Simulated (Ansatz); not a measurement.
Every step of a relaxation of As (sc type)

DFT, LDA, PAW with Ansatz's default frozen-core files, scalar-relativistic (Ansatz 0.2.0); a Γ-centred 15×15×15 k mesh, Fermi–Dirac smearing of 0.08 eV, no spin polarisation. The run relaxes cell and atoms at a target pressure of 0 GPa.

Command: `ansatz run input.yaml --threads 1 --pin off --max-ram 2048MiB --backend cpu --events-out ev --progress --plain --runs-dir out` It took 7.6 s on 1 thread of Arm Neoverse V1 (shared host), peak memory 0.29 GiB.

PAW: frozen-core files, cutoff 420 eV; forces are relaxed below 0.005 eV/Å.

Each step lists its free energy a cell above the last geometry, the pressure, the cell vectors (Å), and Cartesian positions (Å) with forces (eV/Å).

The first step:

```
step 1  dF = 27.83 meV  P = -5.75 GPa
  cell 2.7377 0.0000 0.0000  0.0000 2.7377 0.0000  0.0000 0.0000 2.7377
  As 0.0000 0.0000 0.0000   0.0000 0.0000 0.0000
```

The PAW files were made under PBE.

The symmetry of the start is kept and no stability test is made, so the end need not be the stable phase.

Q: Where does the relaxation end, and by which steps?

A: After 4 geometries, with conventional a, b, c = 2.672, 2.672, 2.672 Å, at 19.087 Å³/atom (-6.98 % against the start) in space group Pm-3m, with a shortest distance of 2.672 Å. The further steps:
```
step 2  dF = 6.79 meV  P = 3.50 GPa
  cell 2.6413 0.0000 0.0000  0.0000 2.6413 0.0000  0.0000 0.0000 2.6413
  As 0.0000 0.0000 0.0000   0.0000 0.0000 0.0000
step 3  dF = 0.13 meV  P = -0.41 GPa
  cell 2.6762 0.0000 0.0000  0.0000 2.6762 0.0000  0.0000 0.0000 2.6762
  As 0.0000 0.0000 0.0000   0.0000 0.0000 0.0000
step 4  dF = 0.00 meV  P = -0.02 GPa
  cell 2.6725 0.0000 0.0000  0.0000 2.6725 0.0000  0.0000 0.0000 2.6725
  As 0.0000 0.0000 0.0000   0.0000 0.0000 0.0000
step 5  dF = 0.30 meV  P = -0.03 GPa  (same geometry on a basis chosen anew; earlier energies don't compare to the last digit)
  cell 2.6725 0.0000 0.0000  0.0000 2.6725 0.0000  0.0000 0.0000 2.6725
  As 0.0000 0.0000 0.0000   0.0000 0.0000 0.0000
```
